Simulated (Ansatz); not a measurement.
CaAl2Ge2 in space group P-3m1 (No. 164; Ca on 1a, Al on 2d, Ge on 2d), PBE (plane waves, PAW; program Ansatz), all energies at zero smearing, with the estimated change up to a 700 eV cutoff added, with one set of potentials and settings (totals compare only within such a set). Cell of 5 atoms (1 Ca, 2 Al, 2 Ge): -11483.805 eV.

```
element             reference phase  E (eV/atom)
-------  --------------------------  -----------
Ca       Fm-3m, 1 atoms in the cell   -1816.8597
Al       Fm-3m, 1 atoms in the cell    -537.5049
Ge       Fd-3m, 2 atoms in the cell   -4294.9847
```

Formation energy per atom, worked out: (-11483.805 − 1×(-1816.8597) − 2×(-537.5049) − 2×(-4294.9847))/5 = -0.393 eV/atom (-38 kJ per mol of atoms), at 0 K, without zero-point energy or fitted corrections.

The first step of the workflow began from a Materials Project structure, measured or hypothetical; the Crystallography Open Database files this formula in space group No. 164, but the cells were not matched. Whether it is the stable phase at ambient conditions was not checked. The cell was relaxed with PBE under the symmetry of its start; whether a distortion lowers the energy is not shown. The references are the lowest solids computed at this level, not always the standard phases.

Potentials: the later of the program's two PAW sets.
